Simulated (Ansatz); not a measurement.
All numbers below come from DFT PBE, scalar-relativistic, plane waves, PAW (Ansatz 0.2.0). Cutoff 420 eV, Γ-centred 6×6×4 mesh (12-atom cell), Gaussian smearing of 0.10 eV, collinear spin.

Energies over the elements count from the elements' standard structures at the same level (O₂ as a molecule), with no fitted energy shifts.

Q: Find a candidate hexagonal metal with formula GaO₂, with a formation energy near −0.90 eV/atom, about 25 Å³ per atom and a net moment near 0.3 μB per atom, in a cell of 12 atoms.

A: GaO₂, space group P6_3/mmc (No. 194). Around Ga lie 4 O at 1.83 Å; O on a site of symmetry 2/m is surrounded by 2 Ga at 1.83 Å; O on a site of symmetry -6m2 is surrounded by 2 Ga at 1.83 Å.

```
Ga O
1.0
     5.96405    0.00000    0.00000
    -2.98202    5.16502    0.00000
     0.00000    0.00000    9.75889
Ga O
4 8
Direct
  0.33333 0.66667 0.93721
  0.66667 0.33333 0.43721
  0.66667 0.33333 0.06279
  0.33333 0.66667 0.56279
  0.00000 0.50000 0.00000
  0.50000 0.50000 0.00000
  0.50000 0.00000 0.00000
  0.33333 0.66667 0.75000
  0.66667 0.33333 0.25000
  0.50000 0.00000 0.50000
  0.50000 0.50000 0.50000
  0.00000 0.50000 0.50000
```

- Volume per atom: 25.05 Å³
- Density: 2.25 g/cm³
- Energy over the elements: −0.90 eV/atom
- Gap on the 6×6×4 mesh of the 12-atom cell: 0 eV (a metal)
- Net moment per atom: 0.33 μB
- Moment by site: O 0.4 (×8) μB

The structure comes from a generated guess, relaxed at this level; another structure or a mixture of phases may lie lower. Other answers may fit too; this one was computed.

Another magnetic order may lie lower. A structure relaxed within its symmetry needn't be a true minimum. Site moments count only spheres around the atoms; the net moment includes the space between them.
